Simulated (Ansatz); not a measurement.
Relaxed candidate structures of Sb:

A. Pm-3m (No. 221), cP1; a = 3.059 Å, b = 3.059 Å, c = 3.059 Å, α = 90.00°, β = 90.00°, γ = 90.00°; Sb 1b (0.500, 0.500, 0.500)

B. I4₁32 (No. 214), cI8; a = b = c = 7.978 Å, α = β = γ = 90.00°; Sb 8a (0.125, 0.125, 0.125)

C. Fd-3m, origin choice 1 (No. 227), cF8, diamond type; a = 6.867 Å, b = 6.867 Å, c = 6.867 Å, α = 90.00°, β = 90.00°, γ = 90.00°; Sb 8a (0.000, 0.000, 0.000)

D. Im-3m (No. 229), cI2, bcc (W type); a = b = c = 3.7295 Å, α = β = γ = 90.00°; Sb 2a (0.000, 0.000, 0.000)

Question: Put the candidates in order of energy per atom, lowest first, for PBEsol (plane waves to 420 eV, PAW, scalar-relativistic; Ansatz, a first-principles code).

Answer: A (reference, the lowest of the structures calculated here), D (+0.15 eV/atom), C (+0.36 eV/atom), B (+0.80 eV/atom)

Each run could gain symmetry but not lose that of its start, so entries can be saddle points. Known forms of Sb include space group No. 166. That form is not among the structures calculated here. From databases, or of a type measured for this composition: Pm-3m, cP1; the others are generated cells (placed on structure types, drawn at random, substituted or restacked) that were not matched to a known phase here. Static energies at zero pressure. No spin polarisation in the result.
